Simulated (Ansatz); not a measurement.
The relaxed structure here is a generated cell of CrI3: the first start was made by a random draw of sites in a space group, and the end was not matched to a known phase here, so it may be hypothetical. Known forms of CrI3 include space group No. 148.

The end point of a relaxation of CrI3. Method: PBE (plane waves to 420 eV, PAW, scalar-relativistic; Ansatz, a quantum-chemistry and plane-wave program).

```xyz
4
Lattice="3.9168 2.2614 3.2355 -3.9168 2.2614 3.2355 0.0000 -4.5228 3.2355" Properties=species:S:1:pos:R:3 pbc="T T T"
Cr     0.0000     0.0000     4.7414
I     -2.0655     1.1925     5.9050
I      2.0655     1.1925     5.9050
I      0.0000    -2.3850     5.9050
```

Problem. Determine the symmetry and give the standard cell with its independent sites.

Solution. Space group R3m, hexagonal axes (No. 160); a = b = 7.834 Å, c = 9.707 Å, α = β = 90.00°, γ = 120.00°

| atom | site | symmetry | x | y | z |
|---|---|---|---|---|---|
| Cr | 3a | 3m | 0.0000 | 0.0000 | 0.4885 |
| I | 9b | .m | 0.1576 | 0.3151 | 0.2750 |

Problem. Give the shortest distances between elements (the closest pairs, up to four, under 3.6 Å).

Solution. Cr–I 2.65 Å.

| Property | Value |
|---|---|
| Volume per atom | 42.99 Å³ |
| Band gap | no gap (metallic) |
| Magnetic moment | net 0.77 μB/atom, ferromagnetic |

Spin state reached: ferromagnetic (net 0.77 μB/atom), from parallel starting moments; other spin orders were not run from this start.

The run could not lose the symmetry of its start, so the end can be a saddle point.
